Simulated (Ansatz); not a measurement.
## How far is PAW off for SbPt?

```xyz
4
Lattice="4.2126 0.0000 0.0000 -2.1063 3.6482 0.0000 0.0000 0.0000 5.4720" Properties=species:S:1:pos:R:3 pbc="T T T"
Sb    0.0000    2.4321    1.3680
Sb    2.1063    1.2161    4.1040
Pt    0.0000    0.0000    0.0000
Pt    0.0000    0.0000    2.7360
```

Atoms are numbered in the order listed.

The conventional cell has a = 4.213 Å, b = 4.213 Å, c = 5.472 Å, α = 90.00°, β = 90.00°, γ = 120.00°. Around Sb (atom 1) lie 6 Pt at 2.79 Å. Pt (atom 3) is surrounded by 2 Pt at 2.74 Å and 6 Sb at 2.79 Å.

The cell is COD entry 1010041, as deposited and not checked against the literature; nothing was relaxed. The listed cell was then made from it by scaling, straining or moving an atom.

Spin–orbit coupling is left out, though it moves levels of the heavy atoms by tenths of an eV or more.

Levels of theory: DFT, LDA, PAW with Ansatz's default frozen-core files, scalar-relativistic (Ansatz 0.2.0); DFT, LDA, all-electron PAW with datasets made for the crystal, scalar-relativistic (Ansatz 0.2.0); DFT, LDA, all-electron LAPW, scalar-relativistic (Ansatz 0.2.0).

For PAW: a Γ-centred 11×11×8 k mesh, Fermi–Dirac smearing of 0.08 eV, cutoff 420 eV, no spin polarisation; the PAW files were made with PBE, and the program remakes their frozen cores for this functional. The crystal-made all-electron datasets (AE datasets) take a cutoff of 260 eV at this cell. LAPW targets a basis error of 0.5 meV/atom. The Ansatz runs share mesh, smearing and spin set-up. Plane-wave (PAW) pressures include the program's estimate of the Pulay term.

Stress and pressure are positive in compression.

The change that made this cell: equal xx and yy strain of +2 %.

No spin–orbit coupling: at heavy atoms the gradients can be off by tens of per cent for that reason.

In a metal, gradients converge slowly with the k mesh: the values move by tens of per cent from one mesh to another, at times in sign, so only the comparison on one mesh counts.

```csv
quantity,PAW,AE datasets,LAPW
pressure (GPa),-5.24,-5.21,-5.21
stress xx (GPa),-5.44,-5.41,-5.41
stress zz (GPa),-4.84,-4.82,-4.82
largest principal field gradient Vzz at Sb1 (10²¹ V/m²),1.40,1.55,–
largest principal field gradient Vzz at Pt3 (10²¹ V/m²),?,-7.98,–
```

(1) What belongs in the row "largest principal field gradient Vzz at Pt3 (10²¹ V/m²)", column "PAW"?

Results:

(1) -7.90.
